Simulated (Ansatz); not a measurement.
**Stability checks on a candidate for Ir₂Rh₃**

The cell was found from a structure generator's guess, not taken from experiment.

Theory: DFT PBE, scalar-relativistic, plane waves, PAW (Ansatz). The final run on the 10-atom cell used 420 eV, a Γ-centred 18×18×2 mesh, 0.10 eV smearing and no spin polarisation.

```cif
data_structure
_symmetry_space_group_name_H-M 'P-6m2'
_symmetry_Int_Tables_number 187
_cell_length_a 2.7347
_cell_length_b 2.7347
_cell_length_c 22.0353
_cell_angle_alpha 90.000
_cell_angle_beta 90.000
_cell_angle_gamma 120.000
_cell_volume 142.72
loop_
_atom_site_label
_atom_site_type_symbol
_atom_site_symmetry_multiplicity
_atom_site_Wyckoff_symbol
_atom_site_fract_x
_atom_site_fract_y
_atom_site_fract_z
_atom_site_occupancy
Ir1 Ir 1 a 0.00000 0.00000 0.00000 1
Ir2 Ir 2 h 0.33333 0.66667 0.29954 1
Ir3 Ir 1 d 0.33333 0.66667 0.50000 1
Rh1 Rh 2 g 0.00000 0.00000 0.79984 1
Rh2 Rh 2 g 0.00000 0.00000 0.39987 1
Rh3 Rh 2 h 0.33333 0.66667 0.90050 1
```

Formation energies are uncorrected and refer to the elements' standard structures at the same level.

Problem. These tests were run: energy against the elements; random kick, then relaxation without symmetry; elastic tensor. What do they show?

Solution.

| test | result |
| --- | --- |
| energy against the elements | +0.03 eV/atom |
| random kick, then relaxation without symmetry | returns |
| elastic tensor | least eigenvalue 78 GPa |

It fails one test: energy against the elements. It may still be a metastable minimum.

The k mesh leaves some 4 meV/atom of noise in the energy of each metallic cell. Spin–orbit coupling, which can matter for Ir, is left out. The kick test ran on a coarse mesh. The run for the elastic tensor used an 18×18×2 k mesh and Fermi–Dirac smearing of 0.15 eV.
